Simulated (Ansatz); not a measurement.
Suppose Ta₂F takes space group P-3m1 (No. 164), with Ta on 2d; F on 1a. The cell of Ta₂F is invented: close-packed metal layers stacked AB, with sites between them filled layer by layer (elements of the layers in order: Ta Ta).

Method: DFT PBE, scalar-relativistic, plane waves, PAW in Ansatz 0.2.0. Cutoff 420 eV, Γ-centred mesh, Gaussian smearing, no spin polarisation.

Formation energies are uncorrected and refer to the elements' standard structures at the same level (F₂ as a molecule).

**Question.** Predict the relaxed structure.

**Answer.**

Space group P-3m1 (No. 164). a = 2.848 Å, b = 2.848 Å, c = 6.516 Å, α = 90.00°, β = 90.00°, γ = 120.00°
```tsv
atom	site	symmetry	x	y	z
Ta	2d	3m.	0.3333	0.6667	0.6945
F	1a	-3m.	0.0000	0.0000	0.0000
```

Around Ta lie 3 F at 2.58 Å, 6 Ta at 2.85 Å and 3 Ta at 3.02 Å; F is surrounded by 6 Ta at 2.58 Å and 6 F at 2.85 Å. Another local minimum with the same sites may exist.

**Question.** Where does its energy lie, and is it a metal?

**Answer.** The formation energy is −0.49 eV/atom. The gap on the 18×18×8 mesh of the 3-atom cell is 0 eV (a metal). It lies below the elements, which doesn't yet make it stable against other compounds or structures.

The last run used Gaussian smearing of 0.10 eV. These runs have no spin–orbit coupling, which can matter for Ta. An odd number of electrons in the primitive cell allows no gap without spin; a larger cell or a magnetic state could open one. Symmetry constrained the relaxation, so the result can be a saddle point.
